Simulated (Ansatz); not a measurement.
Property card for Ba₂CuHgO₄

Ba2CuHgO4:
```
CELL_PARAMETERS angstrom
      3.85235     0.00000     0.00000
      0.00000     3.85235     0.00000
      0.00000     0.00000     9.55198
ATOMIC_POSITIONS crystal
  Ba 0.50000 0.50000 0.69658
  Ba 0.50000 0.50000 0.30342
  Cu 0.00000 0.00000 0.50000
  Hg 0.00000 0.00000 0.00000
  O  0.00000 0.00000 0.79354
  O  0.00000 0.00000 0.20646
  O  0.00000 0.50000 0.50000
  O  0.50000 0.00000 0.50000
```

Space group P4/mmm (No. 123); conventional cell a = b = 3.8524 Å, c = 9.5520 Å, α = β = γ = 90.00°.

Method: PBEsol (plane waves, PAW; program Ansatz). The cell and atoms are relaxed at this level. Other levels are named where they apply.

**Cell and energy**

```json
{
 "volume_per_atom": "17.72 Å³",
 "density": "7.06 g/cm³",
 "Formation energy from the elements (no fitted shifts)": "-1.67 eV/atom"
}
```

**Electronic structure**

```json
{
  "electronic_character": "metallic (no gap)",
  "Density of states at the Fermi level": "0.09 states/eV per atom (mean over ±0.08 eV)",
  "Gap with spin–orbit coupling": "none (metallic)"
}
```

**Mechanics**

```json
{
 "Bulk modulus (Birch–Murnaghan fit)": "69.2 GPa",
 "Pressure derivative B′": "3.1",
 "Elastic constants (relaxed ions, GPa)": "C11 = 144, C12 = 55.6, C13 = 36.7, C33 = 106, C44 = 12.2, C66 = 41.0",
 "mechanical_stability": "stable (all eigenvalues of C positive)",
 "hill_bulk_and_shear_moduli": "71.1 and 26.0 GPa",
 "Young's modulus": "69.5 GPa",
 "Poisson's ratio": "0.34",
 "debye_temperature_from_the_elastic_constants": "246 K"
}
```

**Phonons**

```json
{
 "highest_zone_centre_frequency": "18.34 THz",
 "zone_centre_stability": "no imaginary mode at Γ"
}
```

The workflow started from a Materials Project entry (that database holds measured and hypothetical structures alike); the Crystallography Open Database copy checked does not list it. Its standing as an ambient phase is unchecked. Symmetry was held in the PBEsol relaxation. The run is not spin-polarised. No Hubbard U is applied. Without spin polarisation and U, an open-shell compound can come out a false metal. As this level gives no gap, shear constants depend on the k-mesh and smearing (Fermi–Dirac, 0.1 eV here). As this level gives no gap, phonon frequencies hold no LO–TO term and depend on the k-mesh and smearing (Fermi–Dirac, 0.1 eV here). The references are the lowest solids computed at this level, not always the standard phases (solids in place of the gases). Scalar-relativistic: spin–orbit coupling is off unless named, which matters more the heavier the elements.

Potentials: the later of the program's two PAW sets.
